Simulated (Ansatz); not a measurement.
The start is a generated cell, CaCrO3 placed in the GdFeO3 structure type. Cell shape, volume and atoms are optimised at zero target pressure with r2SCAN (plane waves to 500 eV, PAW, scalar-relativistic; Ansatz, a program for electronic structure). The first steps use a coarse 4×3×4 k-mesh.

Starting cell:
```yaml
crystal:
  lattice:
    - [5.30070, 0.00000, 0.00000]
    - [0.00000, 7.47928, 0.00000]
    - [0.00000, 0.00000, 5.28301]
  atoms:
    - { symbol: Ca, position: [0.48770, 0.25000, 0.99160] }
    - { symbol: Ca, position: [0.98770, 0.25000, 0.50840] }
    - { symbol: Ca, position: [0.51230, 0.75000, 0.00840] }
    - { symbol: Ca, position: [0.01230, 0.75000, 0.49160] }
    - { symbol: Cr, position: [0.00000, 0.00000, 0.00000] }
    - { symbol: Cr, position: [0.50000, 0.50000, 0.50000] }
    - { symbol: Cr, position: [0.00000, 0.50000, 0.00000] }
    - { symbol: Cr, position: [0.50000, 0.00000, 0.50000] }
    - { symbol: O, position: [0.03130, 0.25000, 0.05860] }
    - { symbol: O, position: [0.53130, 0.25000, 0.44140] }
    - { symbol: O, position: [0.96870, 0.75000, 0.94140] }
    - { symbol: O, position: [0.46870, 0.75000, 0.55860] }
    - { symbol: O, position: [0.28800, 0.53700, 0.21300] }
    - { symbol: O, position: [0.78800, 0.96300, 0.28700] }
    - { symbol: O, position: [0.71200, 0.03700, 0.78700] }
    - { symbol: O, position: [0.21200, 0.46300, 0.71300] }
    - { symbol: O, position: [0.71200, 0.46300, 0.78700] }
    - { symbol: O, position: [0.21200, 0.03700, 0.71300] }
    - { symbol: O, position: [0.28800, 0.96300, 0.21300] }
    - { symbol: O, position: [0.78800, 0.53700, 0.28700] }
```
Spin-polarised start, with parallel moments on Cr.

Q: What is the largest force in the starting geometry, and on which atom (counted from 1)?

A: About 0.8 eV/Å, on O9, O10, O11, O12 (atoms numbered as listed).

Q: By how much does the energy per atom fall from start to end?

A: 0.02 eV/atom.

Q: How do the shortest distances between atoms change?

A: The closest pairs of elements (up to four, under 3.6 Å), start → end: Cr–O 1.90 → 1.90 Å; Ca–O 2.26 → 2.32 Å; O–O 2.61 → 2.67 Å; Ca–Cr 3.19 → 3.08 Å.

Q: What band gap does the relaxed structure have at this level?

A: No gap: a half-metal at this level (one spin channel is gapped at the Fermi level).

Q: What magnetic moments remain?

A: Net 0.40 μB/atom, ferromagnetic.

The space group stays Pnma (No. 62) (the run could not lower it); the end is AFLOW prototype AB3C_oP20_62_c_cd_a (as in CaTiO3), with 20 atoms in the primitive magnetic cell. Final values are on a 7×5×7 k-mesh of the relaxed cell. Spin state reached: ferromagnetic (net 0.40 μB/atom), from parallel starting moments; other spin orders were not run from this start. No Hubbard U is applied. A magnetic insulating state can be missed without it.

The run could not lose the symmetry of its start.

The first start was generated by placing the elements on the sites of a structure type. Materials Project lists a structure of CaCrO3 in the same space group, Pnma (No. 62); the sites were not compared with it, nor with measured phases.
